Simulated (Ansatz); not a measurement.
C:
```
CELL_PARAMETERS angstrom
     -2.23456     2.23456     2.23456
      2.23456    -2.23456     2.23456
      2.23456     2.23456    -2.23456
ATOMIC_POSITIONS crystal
  C  0.50000 0.00000 0.31300
  C  0.68700 0.50000 0.00000
  C  0.31300 0.50000 0.00000
  C  0.00000 0.68700 0.50000
  C  0.00000 0.31300 0.50000
  C  0.50000 0.00000 0.68700
  C  0.18700 0.18700 0.18700
  C  0.81300 0.81300 0.81300
```

This is the r²SCAN-relaxed structure.

Problem. All from plane-wave PAW r²SCAN (Ansatz code), unless another level is named. Give the HSE06 gap on the r²SCAN cell.

Solution. 3.66 eV.

Problem. Next, the electron effective mass?

Solution. 0.41 mₑ (isotropic).

Problem. Predict the band gap.

Solution. 2.72 eV (direct).

Problem. Predict the valence-band maximum.

Solution. at H.

Space group Ia-3. The start of the workflow was typed in or built on a structure type; neither database checked (COD, Materials Project) lists it. It is not the phase usual at ambient conditions (space group No. 194, 227). The r²SCAN relaxation kept the symmetry of its start; its stability against distortions is not shown here.

Potentials: the later of the program's two PAW sets.
